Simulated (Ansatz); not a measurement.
Phonons of a relaxed structure of MgO by density-functional perturbation theory (low response-accuracy setting, no LO–TO term) at Γ and zone-boundary points with q components 0 or ½ of the primitive reciprocal vectors. The numbers are results of PBE (plane waves to 420 eV, PAW, scalar-relativistic; Ansatz, a program for electronic structure), not measurements. Γ-centred k-mesh 10×10×10, Fermi–Dirac smearing 0.05 eV.

```
MgO
1.0
    0.00000     2.12722     2.12722
    2.12722     0.00000     2.12722
    2.12722     2.12722     0.00000
Mg O
1 1
Cartesian
  0.00000   0.00000   0.00000
  2.12722   2.12722   2.12722
```

Space group Fm-3m (No. 225), rock salt type.

| q | wavenumbers (cm⁻¹; i marks imaginary) |
|---|---|
| Γ | 0 (×3), 365 (×3) |
| L (½, 0, 0) | 258 (×2), 338 (×2), 527, 548 |
| X (½, ½, 0) | 279 (×2), 400, 418 (×2), 526 |

No instability shows at these points (nothing beyond 15i cm⁻¹, the threshold used here). Other wavevectors were not sampled, so this does not prove stability.

No spin polarisation in the result.
